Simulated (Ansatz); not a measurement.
Elastic constants of Na (P6_3/mmc) under pressure

```xyz
2
Lattice="3.7670 0.0000 0.0000 -1.8835 3.2623 0.0000 0.0000 0.0000 6.1540" Properties=species:S:1:pos:R:3 pbc="T T T"
Na    0.0000    2.1749    1.5385
Na    1.8835    1.0874    4.6155
```

This is the zero-pressure cell. At each pressure cell and atoms are relaxed in this structure, and the constants are slopes of the stress at strains of ±0.005 with relaxed ions (the coefficients that govern stability under load). Level: r²SCAN, PAW on Ansatz 0.2.0's default frozen-core files (fitted under PBE), scalar-relativistic; k mesh 14×14×8, strains of ±0.005, Fermi-Dirac smearing of 0.080 eV, cutoff 500 eV. P is the pressure of the relaxed cell, less that of this one.

```tsv
P (GPa)	V/V₀	C11 (GPa)	C12 (GPa)	C13 (GPa)	C33 (GPa)	C44 (GPa)
0.00	1.0000	12.1	6.9	3.7	15.5	2.8
0.99	0.8984	16.3	10.4	6.3	20.6	3.3
1.96	0.8315	20.1	13.6	8.9	25.0	3.6
4.00	0.7387	27.3	20.1	14.2	33.5	4.2
7.00	?	?	?	?	?	?
10.01	0.5983	46.1	38.0	30.1	54.4	5.0
14.99	0.5352	60.1	52.2	43.4	69.4	5.3
```

Question: Does the bulk modulus from the constants agree with the pressure-volume curve?

Answer: A third-order Birch-Murnaghan fit to the volumes shown (F against f, f = [(V₀/V)^(2/3) − 1]/2) gives B₀ = 7.5 GPa and B′ = 3.8. Its −V dP/dV stands beside the Reuss value 1/ΣS_ij (i, j ≤ 3):

| P (GPa) | from P(V) | from the constants |
| --- | --- | --- |
| 0.00 | 7.5 | 7.6 |
| 0.99 | 11.0 | 11.0 |
| 1.96 | 14.3 | 14.2 |
| 4.00 | 20.7 | 20.6 |
| 10.01 | 37.9 | 38.1 |
| 14.99 | 51.1 | 52.0 |

Question: What are the pressure derivatives at zero pressure?

Answer: Slopes at V₀ of quadratic fits in −ln(V/V₀) through the first four rows shown, divided by B₀: dC11/dP = 4.3, dC12/dP = 3.4, dC13/dP = 2.4, dC33/dP = 5.4, dC44/dP = 0.6. The mean slopes up to 2.0 GPa are 4.1, 3.4, 2.6, 4.9, 0.4; curvature and scatter of the constants part the two.

Question: Fill the row at 7.00 GPa.

Answer: Cubic fits in −ln(V/V₀) through all rows shown give C11 = 36.9, C12 = 29.1, C13 = 22.0, C33 = 44.4, C44 = 4.7 GPa. Computed: V/V₀ = 0.6543, C11 (GPa) = 37.0, C12 (GPa) = 29.2, C13 (GPa) = 22.1, C33 (GPa) = 44.4, C44 (GPa) = 4.7.

Question: Does a shear stiffness soften?

Answer: C44 goes from 2.8 to 5.3 GPa; (C11 − C12)/2 goes from 2.6 to 3.9 GPa, through a maximum of 4.0 near 10 GPa. Neither ends more than 3 % under its start, and the lattice stays mechanically stable over this range.

Limits of these numbers: the structure is a database entry and needn't be the stable phase; no other phase was computed; many crystals of this kind change structure within this range, and rows or crossings beyond such a change describe a metastable lattice; frozen-core PAW files fitted under PBE, their cores solved anew for the functional of the run; responses of metals move with mesh and smearing; elastic stability says nothing of phonons or of other phases; phonons weren't checked at these pressures.
